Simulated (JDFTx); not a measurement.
Be(1 0 -1 0) slab cut from bulk Be (space group P6_3/mmc, indices of the conventional cell, lattice of the Materials Project entry mp-87, not re-optimised): 10 atoms in 10 planes, a 1x1 cell of 8.09 Å² (|a| = 2.265, |b| = 3.574 Å), 8.3 Å between the outermost planes, cell height 24.5 Å, 10×6×1 k mesh, Fermi smearing 0.01 Ha, no spin polarisation.

Profiles through the double layer of this slab, charged, in CANDLE, water, 2 M NaF; PBE, GBRV ultrasoft potentials, plane waves to 20/100 Ha, a modified build of JDFTx. z is the height above the outermost atoms, φ the plane-averaged electrostatic potential energy of an electron (zero in the bulk liquid), ρ_b the bound charge of solvent and ions, s the cavity shape function (0 in the solid, 1 in the liquid).

```
z (Å)  n (e/Å³)     s  φ (eV)  ρ_b (10⁻³ e/Å³)
-----  --------  ----  ------  ---------------
0.82     0.0846  0.00  -2.542            -0.10
1.27     0.0294  0.00  -1.212            -3.32
1.72     0.0085  0.01  -0.266           -10.19
2.18     0.0022  0.13  -0.071            -2.08
2.63     0.0006  0.40  -0.041             0.13
3.09     0.0001  0.69  -0.029             0.03
3.54     0.0000  0.93  -0.023            -0.01
3.99     0.0000  1.00  -0.018            -0.01
4.45     0.0000  1.00  -0.015            -0.01
4.90     0.0000  1.00  -0.012            -0.01
5.35     0.0000  1.00  -0.010            -0.01
5.81     0.0000  1.00  -0.008            -0.01
6.26     0.0000  1.00  -0.006            -0.01
6.72     0.0000  1.00  -0.005            -0.01
7.17     0.0000  1.00  -0.004            -0.01
7.62     0.0000  1.00  -0.003             0.00
```

Is the electrode positively or negatively charged, and roughly by how much?

Positively: σ = 11.4 μC/cm² per face. The liquid's bound charge is of the opposite sign overall, and far from the surface φ decays with the screening length (2.1 Å).
